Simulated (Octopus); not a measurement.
Mo (Im-3m, No. 229):
```
Mo
1.0
   -1.58381     1.58381     1.58381
    1.58381    -1.58381     1.58381
    1.58381     1.58381    -1.58381
Mo
1
Direct
  0.00000   0.00000   0.00000
```
The cell is a database entry, not relaxed again.

Method: LDA in Octopus 16.4; grid spacing about 0.15 Å, Γ-centred 12×12×12 k-mesh, Fermi-Dirac smearing of 0.1 eV, no spin polarisation; PseudoDojo 0.4 LDA potentials.

Energies in eV against the Fermi level; 14 electrons a cell outside the pseudopotentials' cores.

```tsv
k-point (reduced)	band 3	band 4	band 5	band 6	band 7	band 8	band 9	band 10
Γ (0.000, 0.000, 0.000)	-34.43	-34.43	-7.15	-1.29	-1.29	-1.29	1.65	1.65
H (0.500, -0.500, 0.500)	-35.36	-35.36	-5.28	-5.28	3.96	3.96	3.96	8.99
N (0.000, 0.000, 0.500)	-34.86	-34.44	-5.19	-3.28	1.64	1.67	2.28	4.71
P (0.250, 0.250, 0.250)	-35.11	-35.11	-2.52	-2.52	-2.52	2.40	2.40	9.35
```
